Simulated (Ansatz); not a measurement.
# Band table of HfN (rocksalt type)

```
Hf N
1.0
     0.00000    2.05407    2.05407
     2.05407    0.00000    2.05407
     2.05407    2.05407    0.00000
Hf N
1 1
Direct
  0.00000 0.00000 0.00000
  0.50000 0.50000 0.50000
```

The cell comes from a relaxation on PAW files under the same functional, begun from a prototype that needn't be the stable phase.

Computed with Ansatz 0.2.0; functional PBEsol, scalar-relativistic. Settings: a Γ-centred 15×15×15 k mesh, Fermi–Dirac smearing of 0.1 eV, no spin polarisation. Methods: LAPW: all electrons, basis error target 1 meV/atom.

This run: volume at 0.76 of the series' base cell.

Spin–orbit coupling is left out, which matters for the heavy atoms. The structure type is held throughout; the real material can change phase at far lower pressure.

Path points, in fractions of the reciprocal vectors: Γ (0.000, 0.000, 0.000), X (0.500, 0.000, 0.500), U (0.625, 0.250, 0.625), K (0.375, 0.375, 0.750), L (0.500, 0.500, 0.500), W (0.500, 0.250, 0.750). The distance column jumps between branches of the path. Levels in eV from the Fermi level; bands 15 to 29, counted from the lowest band of the run. The gap is zero, the pressure 139.4 GPa.

```
# k(1/Å) point b15 b16 b17 b18 b19 b20 b21 b22 b23 b24 b25 b26 b27 b28 b29
0.000 Γ -19.05 -11.83 -11.83 -11.83 -11.69 -11.44 -11.44 -11.44 -2.96 -2.96 -2.96 -0.72 -0.72 -0.72 2.57
0.191 - -18.83 -11.83 -11.82 -11.82 -11.68 -11.44 -11.44 -11.44 -3.97 -3.24 -3.24 -1.01 -0.14 -0.14 2.67
0.382 - -18.24 -11.82 -11.79 -11.79 -11.66 -11.46 -11.46 -11.46 -5.74 -3.66 -3.66 -1.75 1.15 1.15 2.94
0.574 - -17.58 -11.77 -11.76 -11.76 -11.64 -11.49 -11.49 -11.49 -7.19 -3.92 -3.92 -2.67 2.75 2.75 3.38
0.765 - -17.22 -11.72 -11.72 -11.64 -11.60 -11.52 -11.51 -11.51 -7.85 -3.97 -3.97 -3.56 3.94 4.47 4.47
0.956 - -17.33 -11.69 -11.69 -11.56 -11.55 -11.54 -11.53 -11.53 -7.50 -4.34 -3.85 -3.85 4.55 6.05 6.05
1.147 - -17.71 -11.68 -11.68 -11.58 -11.54 -11.54 -11.52 -11.52 -6.43 -4.92 -3.64 -3.64 5.12 7.21 7.21
1.338 - -18.05 -11.67 -11.67 -11.60 -11.54 -11.53 -11.53 -11.49 -5.32 -5.29 -3.46 -3.46 5.54 7.80 7.80
1.529 X -18.18 -11.67 -11.67 -11.60 -11.55 -11.53 -11.53 -11.48 -5.41 -4.84 -3.38 -3.38 5.70 7.96 7.96
1.597 - -18.16 -11.67 -11.67 -11.60 -11.55 -11.53 -11.53 -11.48 -5.44 -4.85 -3.44 -3.36 5.78 7.88 7.93
1.665 - -18.10 -11.68 -11.67 -11.60 -11.55 -11.53 -11.53 -11.48 -5.51 -4.88 -3.60 -3.27 6.02 7.66 7.84
1.732 - -17.99 -11.68 -11.66 -11.60 -11.55 -11.53 -11.53 -11.48 -5.64 -4.93 -3.84 -3.12 6.41 7.34 7.69
1.800 - -17.85 -11.68 -11.66 -11.60 -11.55 -11.53 -11.52 -11.48 -5.83 -4.99 -4.15 -2.88 6.90 6.97 7.48
1.867 - -17.68 -11.69 -11.65 -11.60 -11.56 -11.53 -11.52 -11.48 -6.09 -5.07 -4.50 -2.55 6.57 7.22 7.49
1.935 - -17.48 -11.69 -11.64 -11.60 -11.56 -11.53 -11.51 -11.48 -6.40 -5.16 -4.86 -2.13 6.16 6.92 8.14
2.003 - -17.26 -11.70 -11.62 -11.60 -11.56 -11.52 -11.49 -11.48 -6.74 -5.26 -5.24 -1.63 5.74 6.59 8.83
2.070 U -17.03 -11.70 -11.61 -11.59 -11.57 -11.52 -11.48 -11.48 -7.11 -5.60 -5.36 -1.06 5.33 6.22 9.52
3.007 K -17.03 -11.70 -11.61 -11.59 -11.57 -11.52 -11.48 -11.48 -7.11 -5.60 -5.36 -1.06 5.33 6.22 9.52
3.210 - -16.35 -11.70 -11.59 -11.59 -11.57 -11.51 -11.49 -11.42 -8.21 -6.54 -5.64 1.02 4.15 4.99 8.60
3.412 - -15.86 -11.68 -11.62 -11.57 -11.56 -11.51 -11.49 -11.38 -8.98 -7.13 -5.81 3.07 3.33 3.70 7.53
3.615 - -15.84 -11.67 -11.65 -11.59 -11.55 -11.54 -11.50 -11.47 -8.95 -7.25 -5.75 2.12 2.47 4.94 6.52
3.818 - -16.36 -11.75 -11.70 -11.65 -11.59 -11.56 -11.52 -11.46 -8.12 -6.88 -5.44 1.28 1.38 4.56 5.36
4.021 - -17.21 -11.82 -11.75 -11.72 -11.63 -11.53 -11.49 -11.45 -6.82 -6.07 -4.85 0.49 0.58 2.82 4.40
4.223 - -18.11 -11.84 -11.79 -11.78 -11.66 -11.48 -11.46 -11.44 -5.28 -4.91 -4.08 -0.17 -0.02 1.12 3.64
4.426 - -18.80 -11.83 -11.82 -11.81 -11.68 -11.45 -11.45 -11.44 -3.77 -3.64 -3.32 -0.58 -0.49 -0.13 2.94
4.629 Γ -19.05 -11.83 -11.83 -11.83 -11.69 -11.44 -11.44 -11.44 -2.96 -2.96 -2.96 -0.72 -0.72 -0.72 2.57
4.795 - -18.88 -11.83 -11.82 -11.82 -11.68 -11.45 -11.45 -11.44 -3.47 -3.36 -3.36 -0.51 -0.51 -0.47 3.05
4.960 - -18.40 -11.84 -11.80 -11.80 -11.67 -11.47 -11.47 -11.44 -4.57 -4.22 -4.22 -0.06 0.00 0.00 4.25
5.126 - -17.70 -11.84 -11.76 -11.76 -11.65 -11.49 -11.49 -11.44 -5.83 -5.18 -5.18 0.37 0.74 0.74 5.81
5.291 - -16.89 -11.83 -11.71 -11.71 -11.62 -11.52 -11.52 -11.43 -7.07 -6.06 -6.06 0.93 1.70 1.70 7.52
5.457 - -16.08 -11.78 -11.65 -11.65 -11.59 -11.54 -11.54 -11.43 -8.24 -6.80 -6.80 1.70 2.80 2.80 8.14
5.622 - -15.37 -11.67 -11.62 -11.62 -11.56 -11.54 -11.54 -11.43 -9.28 -7.37 -7.37 2.69 3.92 3.92 7.88
5.788 - -14.86 -11.61 -11.61 -11.56 -11.51 -11.51 -11.43 -11.41 -10.15 -7.72 -7.72 3.85 4.85 4.85 6.97
5.954 L -14.67 -11.61 -11.61 -11.55 -11.50 -11.50 -11.43 -11.13 -10.66 -7.85 -7.85 4.67 5.22 5.22 6.19
6.089 - -14.77 -11.63 -11.61 -11.55 -11.50 -11.50 -11.44 -11.16 -10.52 -7.77 -7.70 4.51 4.55 5.23 6.98
6.224 - -15.06 -11.65 -11.61 -11.54 -11.51 -11.50 -11.46 -11.25 -10.14 -7.56 -7.33 3.60 4.13 5.39 8.12
6.359 - -15.45 -11.67 -11.61 -11.54 -11.53 -11.50 -11.49 -11.32 -9.58 -7.23 -6.86 2.83 3.51 5.71 9.11
6.494 - -15.88 -11.69 -11.61 -11.55 -11.54 -11.51 -11.50 -11.38 -8.94 -6.79 -6.41 2.24 2.83 6.17 9.57
6.629 - -16.27 -11.70 -11.61 -11.57 -11.55 -11.53 -11.50 -11.41 -8.31 -6.32 -6.04 1.86 2.24 6.73 9.47
6.765 - -16.58 -11.71 -11.61 -11.60 -11.55 -11.54 -11.49 -11.43 -7.77 -5.93 -5.80 1.65 1.82 7.32 9.18
6.900 - -16.78 -11.71 -11.61 -11.61 -11.55 -11.55 -11.48 -11.43 -7.38 -5.69 -5.66 1.56 1.60 7.80 8.94
7.035 W -16.85 -11.72 -11.62 -11.62 -11.55 -11.55 -11.48 -11.43 -7.24 -5.62 -5.62 1.54 1.54 7.99 8.86
7.131 - -16.91 -11.71 -11.62 -11.61 -11.55 -11.55 -11.48 -11.44 -7.10 -5.70 -5.51 0.61 2.52 7.99 8.60
7.226 - -17.08 -11.71 -11.63 -11.60 -11.55 -11.55 -11.48 -11.46 -6.73 -5.75 -5.39 -0.27 3.52 7.99 8.22
7.322 - -17.31 -11.70 -11.64 -11.60 -11.55 -11.54 -11.48 -11.48 -6.15 -5.76 -5.25 -1.08 4.51 7.80 7.98
7.417 - -17.57 -11.69 -11.65 -11.60 -11.55 -11.54 -11.50 -11.48 -5.72 -5.46 -5.12 -1.80 5.48 7.33 7.98
7.513 - -17.82 -11.68 -11.66 -11.60 -11.55 -11.54 -11.51 -11.48 -5.65 -5.01 -4.73 -2.42 6.39 6.80 7.97
7.609 - -18.01 -11.68 -11.67 -11.60 -11.55 -11.53 -11.52 -11.48 -5.55 -4.92 -4.05 -2.92 6.28 7.17 7.96
7.704 - -18.14 -11.67 -11.67 -11.60 -11.55 -11.53 -11.53 -11.48 -5.45 -4.86 -3.56 -3.26 5.86 7.74 7.96
7.800 X -18.18 -11.67 -11.67 -11.60 -11.55 -11.53 -11.53 -11.48 -5.41 -4.84 -3.38 -3.38 5.70 7.96 7.96
```
